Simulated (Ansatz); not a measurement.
TePb:
```yaml
crystal:
  lattice:
    - [0.00000, 3.25387, 3.25387]
    - [3.25387, 0.00000, 3.25387]
    - [3.25387, 3.25387, 0.00000]
  atoms:
    - { symbol: Te, position: [0.50000, 0.50000, 0.50000] }
    - { symbol: Pb, position: [0.00000, 0.00000, 0.00000] }
```

The program Ansatz at the r²SCAN+D4 level (PAW) gives a gap of 1.06 eV without spin–orbit coupling, maximum at L, minimum at L.

### Question
What happens when spin–orbit coupling is switched on?

### Answer
The gap falls by 0.94 eV, to 0.12 eV; maximum at L, minimum at L.

### Question
Give the electron effective mass with spin–orbit coupling.

### Answer
0.016, 0.016, 0.19 mₑ (principal values).

### Question
Give the hole effective mass with spin–orbit coupling.

### Answer
0.017, 0.017, 0.25 mₑ (principal values).

Space group Fm-3m (rock salt). The r²SCAN+D4 relaxation kept the symmetry of its start.

Potentials: the later of the program's two PAW sets.
